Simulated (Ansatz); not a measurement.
The relaxed structure here is a generated cell of Rh: the first start was made by a random draw of sites in a space group, and the end was not matched to a known phase here, so it may be hypothetical. Known forms of Rh include space group No. 225.

The end point of a relaxation of Rh. Space group R-3m (No. 166). Computed with PBE (plane waves to 420 eV, PAW, scalar-relativistic; Ansatz, a first-principles code).

Space group R-3m, hexagonal axes (No. 166); a = b = 3.8270 Å, c = 11.8243 Å, α = β = 90.00°, γ = 120.00°

| atom | site | symmetry | x | y | z |
|---|---|---|---|---|---|
| Rh | 3a | -3m | 0.0000 | 0.0000 | 0.0000 |
| Rh | 6c | 3m | 0.0000 | 0.0000 | 0.2211 |
(The calculation used a cell of 3 atoms; values per cell refer to that cell.)

```json
{
  "volume_per_atom": "16.66 Å³",
  "band_gap": "zero (metallic)",
  "shortest_distances": "Rh–Rh 2.56 Å",
  "k-mesh": "15×15×15"
}
```

Band energies at high-symmetry points (eV from the Fermi level; labels of this space group; no spin-orbit coupling), from −5 eV up to 0.9 eV:

| point | energies |
|---|---|
| Γ | -4.91 -4.91 -3.91 -3.70 -3.70 -3.67 -3.67 -3.17 -1.32 -0.76 -0.76 0.06 0.06 |
| T | -4.16 -4.14 -3.62 -3.62 -3.43 -3.43 -0.94 -0.94 -0.61 0.02 0.02 |
| H2 | -4.86 -4.55 -4.42 -4.24 -3.63 -3.18 -2.69 -2.52 -2.24 -1.76 -1.30 -1.11 -0.44 0.22 0.44 |
| H0 | -4.86 -4.55 -4.42 -4.24 -3.63 -3.18 -2.69 -2.52 -2.24 -1.76 -1.30 -1.11 -0.44 0.22 0.44 |
| L | -4.83 -4.67 -3.88 -3.83 -3.39 -3.25 -3.06 -2.58 -2.52 -2.48 -1.94 -0.64 -0.37 -0.28 -0.01 0.25 |
| S0 | -4.98 -4.33 -4.22 -4.04 -3.61 -3.25 -2.93 -2.74 -2.31 -1.77 -1.42 -0.92 -0.29 0.21 0.40 |
| S2 | -4.98 -4.33 -4.22 -4.04 -3.61 -3.25 -2.93 -2.74 -2.31 -1.77 -1.42 -0.92 -0.29 0.21 0.40 |
| F | -4.58 -4.35 -3.97 -3.64 -3.39 -3.07 -2.26 -1.93 -1.84 -1.48 -1.02 0.01 0.37 |

No spin polarisation in the result.

The run could not lower the symmetry of its start; a shaken copy of this end point relaxes with PBE to Fm-3m (No. 225), 0.57 eV/atom lower.
